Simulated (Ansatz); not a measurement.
**What DFT gives for FeCO3**

```yaml
crystal:
  lattice:
    - [2.33508, 1.34816, 5.10309]
    - [-2.33508, 1.34816, 5.10309]
    - [0.00000, -2.69631, 5.10309]
  atoms:
    - { symbol: Fe, position: [0.00000, 0.00000, 0.00000] }
    - { symbol: Fe, position: [0.50000, 0.50000, 0.50000] }
    - { symbol: C, position: [0.25000, 0.25000, 0.25000] }
    - { symbol: C, position: [0.75000, 0.75000, 0.75000] }
    - { symbol: O, position: [0.52427, 0.97573, 0.25000] }
    - { symbol: O, position: [0.25000, 0.52427, 0.97573] }
    - { symbol: O, position: [0.97573, 0.25000, 0.52427] }
    - { symbol: O, position: [0.47573, 0.02427, 0.75000] }
    - { symbol: O, position: [0.75000, 0.47573, 0.02427] }
    - { symbol: O, position: [0.02427, 0.75000, 0.47573] }
```

Method: r2SCAN, no spin polarisation; PAW, plane waves to 500 eV, 7×7×7 Γ-centred mesh, cold occupations (width 0.0102 eV) (Ansatz 0.2.0), atoms fixed.

**Electronic structure.** The gap is 1.67 eV, direct at the points sampled. A semilocal functional usually gives too small a gap.
**Formation energy.** -1.13 eV an atom against the elements' usual phases (free molecules for gases, crystals otherwise, with no correction for O₂ or N₂), so it is bound against them; other compounds may still compete. Relaxing would lower it.
**Stress.** The pressure is -13.5 GPa (compression positive), so with the atoms held at these fractions the cell would first shrink; the forces are large, so a full relaxation may end otherwise. The principal stresses -17.6, -11.5, -11.5 GPa differ, so its shape would change too.
**Forces.** The largest is on O5 (and as large on other atoms): 1.14 eV/Å, components (1.14, 0.00, 0.00). It makes 180° with the line to a nearest neighbour, C3 at 1.28 Å, pointing away from it.
**Band edges.** Within 0.7 eV of the edges, the states project mainly on Fe d (94 %) below the gap and on Fe d (81 %) and O p (12 %) above it.
**Charges.** Bader charges in e: Fe +1.36, C +2.40, O -1.25. In the mean C gives up most and O takes most.

Origin: a database entry at a rescaled volume. Caveats: no spin polarisation, so a magnetic state may lie lower; atoms or cell far from equilibrium.
